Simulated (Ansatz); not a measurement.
BN:
```yaml
crystal:
  lattice:
    - [2.53484, 0.00000, 0.00000]
    - [-1.26742, 2.19524, 0.00000]
    - [0.00000, 0.00000, 4.19072]
  atoms:
    - { symbol: B, position: [0.66667, 0.33333, 0.99991] }
    - { symbol: B, position: [0.33333, 0.66667, 0.49991] }
    - { symbol: N, position: [0.66667, 0.33333, 0.62529] }
    - { symbol: N, position: [0.33333, 0.66667, 0.12529] }
```

Relaxed with HSE06.

Problem. Give the Bader charges and basin volumes of the independent atoms, DFT-HSE06 in the program Ansatz with PAW potentials.

Solution. 

```tsv
atom	Bader charge (e)	Bader volume (Å³)
B1	+2.24	1.5
N3	-2.24	10.2
```

Space group P6_3mc (wurtzite). The HSE06 relaxation kept the symmetry of its start.

Potentials: the later of the program's two PAW sets.
